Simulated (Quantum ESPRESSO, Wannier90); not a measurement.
# Wannierisation of SnS2 (P6₃mc)

```
begin unit_cell_cart
ang
    3.6758497919    0.0000000000    0.0000000000
   -1.8379248960    3.1833793003    0.0000000000
    0.0000000000    0.0000000000   12.3389500000
end unit_cell_cart
begin atoms_frac
Sn   0.3333333333 -0.3333333333 -0.3749900000
Sn  -0.3333333333  0.3333333333  0.1250100000
S   -0.3333333333  0.3333333333 -0.2566000000
S    0.3333333333 -0.3333333333  0.2434000000
S    0.0000000000  0.0000000000  0.0065900000
S    0.0000000000  0.0000000000 -0.4934100000
end atoms_frac
```

Materials Project entry mp-9984; symmetrised, unrelaxed at this level. Not found in the COD (Crystallography Open Database) copy used, which has the formula in other groups; not checked further. Method: LDA plane waves in Quantum ESPRESSO 7.5 (PseudoDojo norm-conserving files, 58 Ry, no spin polarisation, no spin-orbit coupling), Bloch states on a 6×6×4 mesh through Γ, Wannier90 4.0.1. Density: 12×12×4 mesh, cold smearing 0.01 Ry. The cell is built of weakly bound layers, chains or molecules, whose nearest atoms lie 3.88 Å apart. Database cells relaxed without dispersion often hold them too far apart, which can enlarge gaps and weakens couplings between them; spacing and stacking were not compared with the measured crystal. Spin-orbit coupling is left out although heavy elements are present.

Bands 11-14 form an isolated set from -13.58 to -10.90 eV relative to the valence-band maximum (on the path) and are turned into 4 Wannier functions by minimising the spread from the start: atomic waves S 3s.

Task: Where do the functions sit, how wide are they and what are they made of?

Result: 
```csv
functions,spread (Å²),"nearest atom, distance (Å)","second atom, distance (Å)",weight on atomic waves
4,1.47,S 0.25,Sn 2.45,"S 3s 74 %, Sn 5p 16 %, Sn 5s 7 %"
```

Ω_I = 5.84 Å², Ω_total = 5.87 Å²; the interpolated bands follow pw.x to 0.8 meV rms on the path. Only this start was tried; a symmetric start can stop on a saddle, and mixtures of these functions could lower the total by at most Ω_total − Ω_I.
